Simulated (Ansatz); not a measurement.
SiW$_{3}$: tetragonal deformation path

The calculation used DFT PBE, scalar-relativistic, plane waves, PAW in Ansatz 0.2.0. Cutoff 420 eV, Γ-centred 14×14×14 k-points, Gaussian smearing of 0.15 eV. Spin–orbit coupling is left out, which can shift energies with elements as heavy as these. No spin polarisation. Energies are free energies at this smearing, counted from the undisturbed cell; pressure is positive in compression.

The starting cell (relaxed at this level; it needn't be the usual structure):

```
CELL_PARAMETERS angstrom
-2.60377 2.60377 2.60377
2.60377 -2.60377 2.60377
2.60377 2.60377 -2.60377
ATOMIC_POSITIONS crystal
Si 0.00000 0.00000 0.00000
W 0.50000 0.50000 0.00000
W 0.50000 0.00000 0.50000
W 0.00000 0.50000 0.50000
```

At fixed volume and fractional coordinates, lengths along (0.000, 0.000, 1.000) are scaled against those across it; ρ is that ratio over its starting value. The cell is metallic on the mesh throughout.

(ρ, ΔE (meV/atom)): (0.650, 3299.6), (0.707, 1900.6), (0.780, 875.4), (0.850, 346.6), (0.920, 84.9), (0.960, 19.6), (1.000, 0.0), (1.050, 26.8), (1.100, 100.6), (1.200, 351.5), (1.300, 685.2), (1.414, 1135.6), (1.500, 1532.4)

Cost: 13 runs of about 4.5 core-minutes in all, on Intel Xeon Platinum 8259CL (Skylake/Cascade Lake) (shared hosts).